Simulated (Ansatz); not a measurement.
SrO:
```xyz
4
Lattice="4.2701 0.0000 0.0000 -2.1350 3.6980 0.0000 0.0000 0.0000 5.1444" Properties=species:S:1:pos:R:3 pbc="T T T"
Sr     0.0000     2.4653     3.8583
Sr     2.1350     1.2327     1.2861
O      0.0000     2.4653     1.2861
O      2.1350     1.2327     3.8583
```

r²SCAN (plane waves, PAW; program Ansatz) gives a gap of 3.03 eV without spin–orbit coupling, maximum at Γ, minimum at Γ.

### Question
What happens when spin–orbit coupling is switched on?

### Answer
The gap hardly moves, to 3.03 eV; maximum at Γ, minimum at Γ.

### Question
Give the electron effective mass with spin–orbit coupling.

### Answer
0.37, 0.37, 0.51 mₑ (principal values).

### Question
Give the hole effective mass with spin–orbit coupling.

### Answer
0.36, 4.1, 4.1 mₑ (principal values).

Space group P6_3/mmc. The first step of the workflow began from a Materials Project structure, measured or hypothetical; the Crystallography Open Database copy checked does not list it. It is not the phase usual at ambient conditions (space group No. 225). The cell was relaxed with r²SCAN under the symmetry of its start; phonons on a q-mesh show no instability.

Potentials: the later of the program's two PAW sets.
